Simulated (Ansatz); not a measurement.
Ta₂O₅:
```
Ta2O5
1.0
    3.66927     0.00000     0.00000
    0.00000     3.85793     0.00000
    0.00000     0.00000     6.43150
Ta O
2 5
Direct
  0.50000   0.00000   0.50000
  0.00000   0.00000   0.00000
  0.50000   0.50000   0.50000
  0.00000   0.00000   0.67925
  0.00000   0.00000   0.32075
  0.00000   0.50000   0.00000
  0.50000   0.00000   0.00000
```

Relaxed with PBEsol. Special points in fractions of this cell's reciprocal vectors: Γ (0.000, 0.000, 0.000); X (0.500, 0.000, 0.000); S (0.500, 0.500, 0.000); Y (0.000, 0.500, 0.000); Z (0.000, 0.000, 0.500); U (0.500, 0.000, 0.500); R (0.500, 0.500, 0.500); T (0.000, 0.500, 0.500).

Task: List the band energies nearest the valence-band maximum at these points for plane-wave PAW PBEsol (Ansatz code).

Result: In eV from the valence-band maximum; about four levels below and three above (degenerate sets whole), none deeper than 8.9 eV; points with the same levels are listed once.

```json
[
 {"k": "Γ", "below": "-1.68 -1.03 -0.87 -0.73", "above": "0.43 0.87 1.26"},
 {"k": "X", "below": "-2.12 -1.69 -1.30 -1.27", "above": "0.32 0.46 2.40"},
 {"k": "S", "below": "-2.32 -1.61 -1.02 0.00", "above": "0.53 3.51 3.56"},
 {"k": "Y", "below": "-2.51 -1.63 -1.44 -0.88", "above": "0.68 2.16 3.93"},
 {"k": "Z", "below": "-2.01 -1.42 -0.89 -0.73", "above": "0.88 1.13 1.55"},
 {"k": "U", "below": "-2.21 -1.61 -1.32 -1.11", "above": "0.37 0.83 1.50"},
 {"k": "R", "below": "-3.34 -2.39 -0.95 0.00", "above": "0.92 3.29 3.59"},
 {"k": "T", "below": "-2.63 -1.68 -1.66 -1.56", "above": "1.33 2.79 3.93"}
]
```

Space group Pmmm. The workflow started from a Materials Project entry (that database holds measured and hypothetical structures alike); the Crystallography Open Database copy checked does not list it. COD files the formula under space group No. 49, so this cell is another polymorph or a model. Whether it is the stable phase at ambient conditions was not checked. The PBEsol relaxation kept the symmetry of its start. At this level the phase is dynamically unstable (imaginary phonons). The run is not spin-polarised. Scalar-relativistic: spin–orbit coupling is off unless named, which matters more the heavier the elements.

Potentials: the earlier of the program's two PAW sets.
